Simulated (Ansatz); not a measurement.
# Bi4Te3 — 209Bi nuclear quadrupole resonance

Cell: a structure deposited in the COD whose atoms were relaxed with PBE, the cell held.

Space group R-3m:H (No. 166); a = 4.4510, c = 41.8880 Å, γ = 120.00°.

| site | Wyckoff | site symmetry | x | y | z |
| --- | --- | --- | --- | --- | --- |
| Bi1 | 6c | 3m | 0.0000 | 0.0000 | 0.7142 |
| Bi3 | 6c | 3m | 0.0000 | 0.0000 | 0.1467 |
| Te5 | 3a | -3m | 0.0000 | 0.0000 | 0.0000 |
| Te6 | 6c | 3m | 0.0000 | 0.0000 | 0.4219 |

One atom of each set is listed; the run and its k-mesh use a cell of 7 atoms with edges of 14.20, 14.20, 14.20 Å.

All values are calculated (Ansatz; DFT, r2SCAN, plane waves and PAW, scalar-relativistic, 500 eV cutoff, Γ-centred 12×12×12 k-points, Fermi–Dirac smearing 0.05 eV), not measured.

209Bi: I = 9/2, Q = -516.0 mb (year-2017 value). Static lattice, zero field.

(1) At which frequencies do the 209Bi NQR lines lie?

Answers

(1) For I = 9/2 and η = 0 the lines are |C_Q|/24 times 1, 2, 3 and 4; η shifts the lowest up most.

```tsv
site	atoms	V_zz (10²¹ V/m²)	C_Q (MHz)	η	line frequencies (MHz)
Bi1	2	1.88	-23.5	0.00	0.978, 1.96, 2.93, 3.91
Bi3	2	3.77	-47.0	0.00	1.96, 3.92, 5.87, 7.83
```

An axis of threefold or higher order runs through Bi1 and Bi3, so V_zz lies along it and η is zero.

The largest force is 0.3 eV/Å, so the atoms aren't at the calculated equilibrium and relaxing them would move these values. Spin–orbit coupling is left out, which shifts gradients on Bi by a few per cent in wide-gap crystals, and can shift them far more where the calculated gap is small or absent, as here. Newer work puts Q(²⁰⁹Bi) near −420 mb, which would lower these couplings by about a fifth. With a gap of 0.13 eV under a smearing of 0.05 eV the band edges are partly filled, so small gradients can hang on the smearing and the k-mesh.
